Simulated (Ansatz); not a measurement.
**DySb (zincblende structure)**

Level of theory: DFT, PBEsol, scalar-relativistic, collinear spin; plane waves to 420 eV with PAW datasets (Ansatz 0.2.0), 8×8×8 k-mesh, Gaussian smearing of 0.05 eV. The datasets are Ansatz's generated set soft_2.

```
CELL_PARAMETERS angstrom
0.00000 3.45580 3.45580
3.45580 0.00000 3.45580
3.45580 3.45580 0.00000
ATOMIC_POSITIONS crystal
Dy 0.00000 0.00000 0.00000
Sb 0.25000 0.25000 0.25000
```

The start was a prototype's sites filled with these elements. The Crystallography Open Database lists the compound in space group Fm-3m (rock salt), so this is a trial structure.

Magnetic state: ferromagnetic, site spin moments Dy 4.74; Sb 0.09 μB.

Cell and atoms are those of this level's equilibrium.

Path: Γ–X–U | K–Γ–L–W–X, with Γ = (0.000, 0.000, 0.000), X = (-0.500, -0.500, 0.000), U = (-0.375, -0.375, 0.250), K = (-0.375, 0.000, 0.375), L = (0.000, 0.000, 0.500), W = (-0.500, -0.250, 0.250) in reciprocal vectors of the calculation's cell.

Bands as a text map, energy in eV from the Fermi level (dashes), each leg drawn with the same width, + spin up, o spin down, # both:
```
  2.86 |+##   oooooo  +++ o##+#+++   +   #+++       oooo
  2.57 |o+    +  +++++   ++ +++oo++++ ++++o  +++++++++  
  2.29 |+ +o   ++        o++   ++         +o          ++
  2.00 |   +o           o+                 +o           
  1.71 |    +o      oooo                    +oooooo     
  1.43 |     +oooooo+++++                    ++++++ooooo
  1.14 |      ++++++                               +++++
  0.86 |    ooooooo                                  ooo
  0.57 |oooooooooooooooooooooooooooooooooooooooooooooooo
  0.29 |     oooooooo                                ooo
  0.00 |oooooooooooooooooooooooooooooooooooooooooooooooo
 -0.29 |     ############                   +###########
 -0.57 |ooo##o   o##o    ####oooooo#########o      o#o  
 -0.86 |+#+         +#oo  o#++#+##+      +#o      #+    
 -1.14 |  o           ++#o+  #   +o        +#oooo#      
 -1.43 |  +o             # o#     +o         ####       
 -1.71 |   +o         oo#+#+       +oo    o##++++#o     
 -2.00 |    +oo  ooo##++            ++####+       +#oo  
 -2.29 |     ++##+++                                ++##
 -2.57 |                                                
 -2.86 |++++++++++++++++++++++++++++++++++++++++++++++++
 -3.14 |                                                
 -3.43 |++++++++++++++++++++++++++++++++++++++++++++++++
 -3.71 |    ++++++++++++++++          ++++++++++++++++++
 -4.00 |                                                
 -4.29 |                                                
 -4.57 |                                                
 -4.86 |                                                
        Γ      X      UK       Γ       L       W       X
```

(1) By these bands, is it a metal or an insulator, and if it has a gap, where are the band edges on this path?

Answer:

(1) A metal: bands cross the Fermi level.

Formal charges Dy³⁺, Sb³⁻ leave Dy³⁺ with an open 4f⁹ shell. Nothing in this functional splits the part-filled shell enough, so f states lie at the Fermi level. Apart from the f shell, rare-earth antimonides and bismuthides of this kind are mostly semimetals, since the Dy 5d band overlaps the anion's p band.

Semilocal functionals without a Hubbard U often give a metal, as here, for f-electron compounds that are insulators. Spin–orbit coupling, which matters for such heavy elements, is left out. The run wasn't fully tested for a lower electronic state. Site moments are of spin, integrated over atomic spheres. Only parallel moments were tried, so the real magnetic order may be another.

The open shells may stand above their lowest state, and forces and pressures are less sure for it.
